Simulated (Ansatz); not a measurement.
NiC:
```
CELL_PARAMETERS angstrom
      0.00000     2.02105     2.02105
      2.02105     0.00000     2.02105
      2.02105     2.02105     0.00000
ATOMIC_POSITIONS crystal
  Ni 0.00000 0.00000 0.00000
  C  0.50000 0.50000 0.50000
```

Relaxed with r²SCAN. Special points in fractions of this cell's reciprocal vectors: Γ (0.000, 0.000, 0.000); X (0.500, 0.000, 0.500); U (0.625, 0.250, 0.625); K (0.375, 0.375, 0.750); L (0.500, 0.500, 0.500); W (0.500, 0.250, 0.750).

Problem. List the band energies nearest the Fermi level at these points for the program Ansatz at the r²SCAN level (PAW).

Solution. In eV from the Fermi level; about four levels below and three above (degenerate sets whole), none deeper than 8.9 eV; … stands for higher levels left out; points with the same levels are listed once.

```json
[
 {"k": "Γ", "below": "-3.53 -3.53 -3.53 -2.87 -2.87", "above": "…"},
 {"k": "X", "below": "-2.24 -2.24 -1.71 -1.71", "above": "…"},
 {"k": "U", "below": "-4.36 -2.39 -2.35 -1.63", "above": "0.18 …"},
 {"k": "L", "below": "-5.34 -5.34 -2.46 -2.46 -1.32", "above": "…"},
 {"k": "W", "below": "-2.24 -1.63 -1.63 -0.21", "above": "…"}
]
```

Space group Fm-3m (rock salt). The start of the workflow was typed in or built on a structure type; neither database checked (COD, Materials Project) lists it. Its standing as an ambient phase is unchecked. Symmetry was held in the r²SCAN relaxation; whether a distortion lowers the energy is not shown. The workflow began spin-polarised and lost its moments. The cell computed holds one magnetic atom, so no antiferromagnetic order was within reach. Its formation energy is positive at this level, so the cell may be metastable or incomplete.

Potentials: the earlier of the program's two PAW sets.
